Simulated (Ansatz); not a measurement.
SiGe:
```
SiGe
1.0
    3.92503     0.00000     0.00000
    0.00000     3.92237     0.00000
    0.00000     0.00000    11.08215
Si Ge
4 4
Direct
  0.25000   0.00000   0.31971
  0.25000   0.50000   0.43974
  0.75000   0.50000   0.56026
  0.75000   0.00000   0.68029
  0.25000   0.00000   0.80495
  0.25000   0.50000   0.93521
  0.75000   0.50000   0.06479
  0.75000   0.00000   0.19505
```

Relaxed with PBEsol. Special points in fractions of this cell's reciprocal vectors: Γ (0.000, 0.000, 0.000); X (0.500, 0.000, 0.000); S (0.500, 0.500, 0.000); Y (0.000, 0.500, 0.000); Z (0.000, 0.000, 0.500); U (0.500, 0.000, 0.500); R (0.500, 0.500, 0.500); T (0.000, 0.500, 0.500).

Problem. List the band energies nearest the valence-band maximum at these points for the program Ansatz at the PBEsol with spin–orbit coupling level (PAW).

Solution. In eV from the valence-band maximum; about four levels below and three above (degenerate sets whole), none deeper than 8.9 eV; points with the same levels are listed once.

| k | below | above |
|---|---|---|
| Γ | -0.04 -0.04 0.00 0.00 | 0.28 0.28 0.39 0.39 |
| X | -1.13 -1.13 -1.13 -1.13 | 0.68 0.68 0.68 0.68 |
| S | -3.07 -3.07 -3.07 -3.07 | 0.53 0.53 0.53 0.53 0.53 0.53 0.53 0.53 |
| Y | -1.36 -1.36 -1.12 -1.12 | 0.64 0.64 0.69 0.69 |
| Z | -0.84 -0.84 -0.72 -0.72 | 0.20 0.20 0.34 0.34 |
| U | -1.15 -1.15 -1.15 -1.15 | 1.59 1.59 1.59 1.59 |
| R | -3.50 -3.50 -3.50 -3.50 | 1.49 1.49 1.49 1.49 |
| T | -1.48 -1.48 -1.14 -1.14 | 1.65 1.65 1.66 1.66 1.66 1.66 |

Space group Pmma. The start of the workflow was typed in or built on a structure type; neither database checked (COD, Materials Project) lists it. Its standing as an ambient phase is unchecked. The PBEsol relaxation kept the symmetry of its start; of distortions, only those at the zone centre were tested.

Potentials: the later of the program's two PAW sets.
